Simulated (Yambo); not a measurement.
```
SiO2
1.0
    8.27706     0.00000     0.00000
    0.00000     4.40434     2.48102
    0.00000    -4.40434     2.48102
O Si
8 4
Direct
  0.00000   0.39658   0.39658
  0.50000   0.39658   0.39658
  0.54332   0.96807   0.53467
  0.45668   0.53467   0.96807
  0.95668   0.96807   0.53467
  0.04332   0.53467   0.96807
  0.25000   0.73877   0.42639
  0.75000   0.42639   0.73877
  0.93733   0.33132   0.65976
  0.06267   0.65976   0.33132
  0.56267   0.33132   0.65976
  0.43733   0.65976   0.33132
```

SiO₂ (space group Ama2, No. 40): mean Im ε in 1 eV windows above the direct gap of 8.70 eV, for different electron-hole kernels (Yambo, broadening 0.15 eV, norm-conserving PBEsol (Quantum ESPRESSO, 84 Ry, no spin-orbit coupling) bands; 2×4×4 mesh, 21 valence and 13 conduction bands, static screening with 99 bands and a 3 Ry block, scissor 2.89 eV, Tamm-Dancoff; field along x).

```
window (eV)   independent quasiparticles  RPA (no attraction)  BSE
------------  --------------------------  -------------------  ---
8.7 to 9.7                           0.0                  0.0  3.8
9.7 to 10.7                          0.2                  0.2  2.5
10.7 to 11.7                         0.8                  0.6  1.4
11.7 to 12.7                         2.0                  1.4  1.5
12.7 to 13.7                         2.7                  2.5  1.0
```

This run doesn't resolve bound excitons or single peaks, so only averages are given, and they too depend on the mesh; weight that the attraction moves below the gap isn't listed. All transitions below 14.84 eV are in the band window. The scissor comes from a G0W0 run whose convergence isn't established.

Geometry of the Materials Project entry, not relaxed at this level.

This is not the ordinary phase of the substance; no match was found in the copy of COD used, and its stability was not checked.
